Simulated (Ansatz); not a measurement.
Ge$_{2}$Pd in space group Cmcm (No. 63; Ge on 4c, Ge on 4c, Pd on 4c) under volume change, PBE (plane waves, PAW; program Ansatz), shape and atoms relaxed at each volume.

| V (Å³/atom) | E − E(relaxed) (meV/atom) | P (GPa) |
|---|---|---|
| 15.618 | 50.0 | 11.47 |
| 16.133 | 20.7 | 6.90 |
| 16.648 | 4.8 | 3.12 |
| 17.163 | 0.0 | 0.00 |
| 17.678 | 4.3 | -2.61 |
| 18.193 | 16.3 | -4.79 |
| 18.708 | 34.6 | -6.53 |

**Question.** What does a third-order Birch–Murnaghan fit give for V₀, B₀ and B′?

**Answer.** V₀ = 17.16 Å³/atom, B₀ = 95.1 GPa, B′ = 5.3.

The cell is a constructed one: a structure type filled with these elements; neither database checked (COD, Materials Project) lists it. Its standing as an ambient phase is unchecked. The PBE relaxation kept the symmetry of its start; its stability against distortions is not shown here. The run is not spin-polarised.

Potentials: the later of the program's two PAW sets.
